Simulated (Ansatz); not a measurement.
Ag3SI (anti-perovskite, Pm-3m), DFT-PBEsol in the program Ansatz with PAW potentials. The conduction-band minimum lies at Γ, with 1 equivalent valley. Second derivatives d²E/dk² of the lowest band at one valley (eV·Å²), along Cartesian directions:

| direction | d²E/dk² |
|---|---|
| [100] | 35.21 |
| [010] | 35.21 |
| [001] | 35.21 |
| [110] | 35.21 |
| [101] | 35.21 |
| [011] | 35.21 |

Find the principal effective masses, the density-of-states mass and the conductivity mass.

Off-diagonal terms follow from H_xy = H[110] − (H_xx + H_yy)/2, and m*/mₑ = 7.620 eV·Å² over each eigenvalue: 0.22, 0.22, 0.22. One valley's DOS mass (m₁m₂m₃)^(1/3) = 0.22, conductivity mass 3/(Σ 1/mᵢ) = 0.22 mₑ.

What effective density of states Nc follows at 300 K for parabolic valleys?

Nc = 2.509e19 × 1 × (0.22)^(3/2) ≈ 2.6e18 cm⁻³.

The workflow started from an entry of the Crystallography Open Database (COD), which files this formula under 2 space groups. Whether it is the stable phase at ambient conditions was not checked. The PBEsol relaxation kept the symmetry of its start; its stability against distortions is not shown here. The run is not spin-polarised. Spin–orbit coupling is left out wherever it is not named.

Potentials: the later of the program's two PAW sets.

Edges and masses are those of Kohn–Sham bands, whose gap is no quasiparticle gap.
